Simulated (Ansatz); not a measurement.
TlCl:
```cif
data_ClTl
_chemical_formula_sum 'Tl1 Cl1'
_space_group_name_H-M_alt 'P 1'
_space_group_IT_number 1
_cell_length_a 3.69421
_cell_length_b 3.69421
_cell_length_c 3.69421
_cell_angle_alpha 90.000
_cell_angle_beta 90.000
_cell_angle_gamma 90.000
loop_
_space_group_symop_operation_xyz
  'x, y, z'
loop_
_atom_site_label
_atom_site_type_symbol
_atom_site_fract_x
_atom_site_fract_y
_atom_site_fract_z
_atom_site_occupancy
Tl1 Tl 0.00000 0.00000 0.00000 1
Cl1 Cl 0.50000 0.50000 0.50000 1
```

Relaxed with LDA. Independent-particle spectrum: no excitons, no local fields, no scissors shift; 0.1 eV broadening; ε₁ of the summed bands alone.

Question: Tabulate the dielectric function from LDA (plane waves, PAW; program Ansatz).

Answer: 

```
E (eV)  ε₁ xx  ε₂ xx
------  -----  -----
0.0      6.91   0.00
0.3      6.94   0.00
0.6      7.02   0.00
0.9      7.17   0.00
1.2      7.43   0.00
1.5      8.03   0.07
1.8      8.21   0.94
2.1      8.13   1.16
2.4      8.28   1.30
2.7      8.62   1.46
3.0      9.34   1.72
3.3      9.85   2.81
3.6     10.11   3.54
3.9     10.80   4.31
4.2     12.48   6.31
4.5     11.46  10.87
4.8      8.77  13.58
5.1      2.75  14.08
5.4      1.21  12.39
5.7     -2.88  10.32
6.0     -1.90   7.51
6.3     -2.44   7.43
6.6     -2.23   4.68
6.9     -1.32   4.11
7.2     -0.57   3.83
7.5     -0.90   4.11
7.8     -0.71   3.46
8.1     -0.46   3.11
8.4      0.05   3.14
8.7     -0.21   3.72
9.0     -1.12   3.45
9.3     -0.95   2.21
9.6     -0.14   2.27
9.9      0.00   2.35
10.2     0.16   2.63
10.5    -0.66   3.04
10.8    -1.00   2.15
11.1    -0.78   1.70
11.4    -0.53   1.41
11.7    -0.23   1.27
12.0    -0.02   1.20
```

Question: From ε at 3.0 eV (xx: 9.34 + 1.72i), find n, k, the normal reflectivity and the absorption coefficient.

Answer: n = 3.07, k = 0.280, R = 26 %, α = 2kE/ħc = 85000 cm⁻¹.

With all bands, ε∞ without local fields is 7.07. DFPT, with local fields, gives 6.34.

Space group Pm-3m (CsCl type). The LDA relaxation kept the symmetry of its start. Spin–orbit coupling is left out wherever it is not named.

Potentials: the later of the program's two PAW sets.
